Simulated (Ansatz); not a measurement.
Input file for Ansatz (a quantum-chemistry and plane-wave program):

Ansatz 0.2 input:
```yaml
crystal:
  lattice:
    - [4.409473716, 0.0, 0.0]
    - [0.0, 4.409473716, 0.0]
    - [0.0, 0.0, 4.409473716]
  atoms:
    - { symbol: Hg, position: [0.0, 0.5, 0.5] }
    - { symbol: Hg, position: [0.5, 0.0, 0.5] }
    - { symbol: Hg, position: [0.5, 0.5, 0.0] }
    - { symbol: Zr, position: [0.0, 0.0, 0.0] }
kpoints:
  mp_grid: { grid: [9, 9, 9] }
hamiltonian:
  xc: r2scan
  pseudopotentials: { kind: paw }
scf:
  occupations: { method: gaussian, width: 0.1 }
checkpoint: { read: metal.run }
output: { write_density: true, elf: true, volumetric_format: npy }
basis: { fft_grid_basis: typed }
```

Output (shortened):

```
Pseudopotentials: kind: paw
Pseudopotential: Hg, paw, valence charge 20
Pseudopotential: Zr, paw, valence charge 12
Functional definition: r2SCAN
Crystal: 4 atoms, lattice volume = 85.735 Å³
Basis set: ecut = 500 eV, 2109 PW (Γ), exchange–correlation on 144×144×144 points (64 copies of the dense FFT grid, shifted against one another)
Bands: 44, of which v1, the nominal top of the filled ones, is band 36 counted from 1 (35 counted from 0)
Symmetry: 48 space group operations
Space group: Pm-3m (ITA 221), of the structure as read, at distance tolerance 4.4e-5 Å
k-points: 35 of 729
PAW frozen core: Hg, regenerated for the run's functional
PAW frozen core: Zr, regenerated for the run's functional
Initial density: read from a saved state, or passed on in memory by an earlier SCF of this step, an earlier step, the calling program or the single point that …
Stability of the state it starts from, as read at its close in the unpolarized treatment …
Initial wavefunctions: pseudopotential atomic-orbital guess
Eigensolver: davidson
Functional: x = r2scan, c = r2scan; τ floored in thin density (d = 2e-4 eV/Å³)
iter 1 solved again at ethr=1.65e-8 eV; its pass at ethr=3.10e-3 eV (dr2=1.19e-5 eV) is discarded
SCF iter   1: F=—  HF=-45678.962417 eV  |F-HF|=—  |Δ(HF+E_count)|=         —  Δρ=2.97e-7  dr2=3.37e-11  dr2_τ=1.22e-11  ethr=1.65e-8  ⟨swp⟩=3.2  Hψ=9174  notcnv=0
all-band conjugate gradients solve this SCF's bands
preconditioner: auto → Kerker (q_TF=auto, 2.650 Å⁻¹)
SCF iter   2: F=-45678.962417 eV  HF=-45678.962417 eV  |F-HF|=2.91e-11  |Δ(HF+E_count)|=   5.15e-9  Δρ=1.86e-7  dr2=2.05e-11  dr2_τ=1.81e-11  ethr=1.00e-12  ⟨swp⟩=6.7  Hψ=5844  notcnv=0
SCF 1 converged in 2 iterations: F = -45678.962417 eV  dr2 = 2.05e-11
SCF converged after 2 iterations
Free energy (F): -45678.962417 eV
Harris-Foulkes:  -45678.962417 eV  (|F-HF|=2.91e-11)
Internal energy: -45678.943559 eV  (E = F + TS)
E sigma→0 (E₀):  -45678.952988 eV
Entropy (-TS):   -0.018858 eV (-4.714 meV/atom)
Fermi energy:    16.520613 eV
--- Per-component energies (eV) ---
  E_band       = -1222.919476
  E_kinetic    = 2143.667779
  E_local      = -7955.640319  (includes V_loc(G=0)·N_el)
  E_nonlocal   = 296.420431
  E_hartree    = 3380.587632
  E_xc         = -782.673300
  E_vxc        = -1084.203670  (∫ρ·V_xc dr)
  E_paw        = -32881.865040  (= ΣΔE_a)
  E_vpaw       = -1457.291879  (= ΣTr[D̂ρ^β])
  E_aug_tail   = 0.001205  (compensation charges beyond the density's cutoff)
  E_vtau       = 72.951561  (kinetic-family band-sum trace: ∫τ·v_τ [+ j·A + Jᵃ·Aᵃ] dr)
  E_ewald      = -9878.830422
  E_core_change = -0.611525  (= ΣΔE_core)
  E_smearing   = -0.018858  (= −TS)
  E_closure    = 0.000000  (closes the sum)
  Σ components = -45678.962417   (vs F -45678.962417, Δ=0.00e0)
  [band-id]    e_kinetic+e_local+e_nonlocal+2·e_hartree+e_vxc+e_vpaw+e_augmentation_tail+e_vtau = -1222.919628   (vs E_band -1222.919476, Δ=-1.53e-4)
--- Band table (eV; the first three rows and the last of 35) ---
  k-point 0: bands = ["-101.0387", "-101.0364", "-101.0364", "-48.8708", "-48.8708", "-48.8708", "-48.8533", "-48.8533", "-48.8533", "-48.8247", "-48.8247", "-48.8247", "-34.6920", "-11.9996", "-11.9996", "-11.9996", "6.8173", "7.7833", "7.8804", "7.8804", "7.8804", "7.9939", "7.9939", "9.1235", "9.1235", "9.1235", "9.7257", "9.7257", "10.1589", "10.3623", "10.3623", "10.3623", "15.4897", "15.4897", "16.6030", "16.6030", "16.6030", "18.6954", "18.6954", "18.6954", "20.7362", "20.7362", "23.0890", "23.4026"]
  k-point 1: bands = ["-101.0387", "-101.0365", "-101.0364", "-48.8702", "-48.8702", "-48.8697", "-48.8534", "-48.8534", "-48.8533", "-48.8258", "-48.8252", "-48.8252", "-34.6919", "-12.0030", "-11.9998", "-11.9998", "6.9374", "7.8347", "7.9033", "7.9303", "7.9303", "8.0260", "8.0579", "9.0971", "9.1359", "9.1359", "9.6839", "9.7279", "10.1167", "10.2548", "10.2548", "10.3624", "14.5220", "15.5326", "16.5608", "16.5608", "17.1768", "18.6791", "18.8024", "18.8024", "20.1049", "21.0204", "23.4070", "23.5602"]
  k-point 2: bands = ["-101.0385", "-101.0367", "-101.0364", "-48.8684", "-48.8684", "-48.8668", "-48.8539", "-48.8539", "-48.8534", "-48.8290", "-48.8265", "-48.8265", "-34.6915", "-12.0115", "-12.0004", "-12.0004", "7.2777", "7.9664", "7.9768", "8.0769", "8.0769", "8.1238", "8.2377", "9.0252", "9.1642", "9.1642", "9.5700", "9.7290", "9.9750", "9.9750", "9.9969", "10.3626", "13.0585", "15.6690", "16.4049", "16.4049", "17.6716", "18.6386", "18.9881", "19.2025", "19.2025", "21.4567", "23.6439", "23.6439"]
  k-point 34: bands = ["-101.0373", "-101.0372", "-101.0372", "-48.8728", "-48.8725", "-48.8725", "-48.8696", "-48.8394", "-48.8394", "-48.8392", "-48.8212", "-48.8212", "-34.6901", "-12.0166", "-12.0159", "-12.0159", "7.8005", "7.8469", "7.8469", "7.9457", "8.6906", "8.6906", "8.7354", "9.1376", "9.1936", "9.1936", "9.3548", "9.3548", "10.1144", "10.1144", "10.1927", "12.7842", "13.5790", "13.5790", "14.8634", "15.2784", "15.2784", "15.5735", "18.8932", "18.8932", "20.5626", "20.5626", "20.7005", "21.6186"]
  band table: 44 of 44 bands, residual norms ≤ 1.0e-3 eV
```

Cost: around 15 core-seconds (rough) on shared cores.

The workflow started from an entry of the Crystallography Open Database (COD). Whether it is the stable phase at ambient conditions was not checked. Symmetry was held in the r²SCAN relaxation; whether a distortion lowers the energy is not shown. The run is not spin-polarised. Scalar-relativistic: spin–orbit coupling is off unless named, which matters more the heavier the elements.

Potentials: the later of the program's two PAW sets.

Ansatz is a plane-wave DFT program.
